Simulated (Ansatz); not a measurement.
Ag:
```xyz
1
Lattice="0.0000 2.0012 2.0012 2.0012 0.0000 2.0012 2.0012 2.0012 0.0000" Properties=species:S:1:pos:R:3 pbc="T T T"
Ag     0.0000     0.0000     0.0000
```

Relaxed with LDA. Special points in fractions of this cell's reciprocal vectors: Γ (0.000, 0.000, 0.000); X (0.500, 0.000, 0.500); U (0.625, 0.250, 0.625); K (0.375, 0.375, 0.750); L (0.500, 0.500, 0.500); W (0.500, 0.250, 0.750).

### Question
List the band energies nearest the Fermi level at these points for DFT-LDA in the program Ansatz with PAW potentials.

### Answer
In eV from the Fermi level; about four levels below and three above (degenerate sets whole), none deeper than 8.9 eV; … stands for higher levels left out; points with the same levels are listed once.

```
k                          below        above
-  -----------------------------  -----------
Γ  -5.10 -5.10 -5.10 -3.92 -3.92      15.90 …
X        -6.79 -3.06 -2.79 -2.79  1.36 7.06 …
U        -6.00 -4.33 -3.68 -3.12  4.31 5.31 …
L  -5.13 -5.13 -3.03 -3.03 -0.73       3.79 …
W        -5.43 -5.43 -3.93 -2.79  6.04 6.04 …
```

Space group Fm-3m (fcc (Cu type)). The cell keeps a stress of up to 0.2 GPa. Symmetry was held in the LDA relaxation. The run is not spin-polarised. Spin–orbit coupling is left out wherever it is not named.

Potentials: the earlier of the program's two PAW sets. The files were generated under PBE; for other functionals the program regenerates the frozen cores, and for LDA and PBEsol the local potential too.
